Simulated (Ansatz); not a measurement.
**HfO2 (Fm-3m): what a change of settings does**

```yaml
crystal:
  lattice:
    - [0.00000, 2.50054, 2.50054]
    - [2.50054, 0.00000, 2.50054]
    - [2.50054, 2.50054, 0.00000]
  atoms:
    - { symbol: Hf, position: [0.00000, 0.00000, 0.00000] }
    - { symbol: O, position: [0.25000, 0.25000, 0.25000] }
    - { symbol: O, position: [0.75000, 0.75000, 0.75000] }
```

Conventional cell: a = 5.001 Å, b = 5.001 Å, c = 5.001 Å, α = 90.00°, β = 90.00°, γ = 90.00°. Hf (atom 1) has 8 O at 2.17 Å as nearest neighbours. Around O (atom 2) lie 4 Hf at 2.17 Å.

Computed, not measured; unless marked otherwise by LDA, PAW on Ansatz 0.2.0's default frozen-core files (fitted under PBE), scalar-relativistic. k mesh 8×8×8, fine mesh 12×12×12, fixed occupations, cutoff 420 eV. The cell was relaxed by PAW under this functional, which moved its volume by -7 % from the database entry's. The structure is one entry of a database and needn't be the stable phase.

With these settings the run gives a gap of 3.661 eV on the fine mesh, ε∞,xx = 5.66 without local fields.

(1) The run is repeated in the same cell with hamiltonian.xc from lda to pbe. What moves, and by how much?

Answers

(1) gap: +0.222 eV; ε∞,xx: -3.48 %. The cell isn't relaxed anew, and its pressure at the new settings is 15.9 GPa; in its own relaxed cell the change can differ in size and sign.

Caveats: frozen-core PAW files fitted under PBE, their cores solved anew for the functional of the run; no spin-orbit coupling on heavy atoms; semilocal gaps are low, and what follows the gap (onsets, screening, light masses) shifts with it; cell far from its zero-pressure volume under this functional.
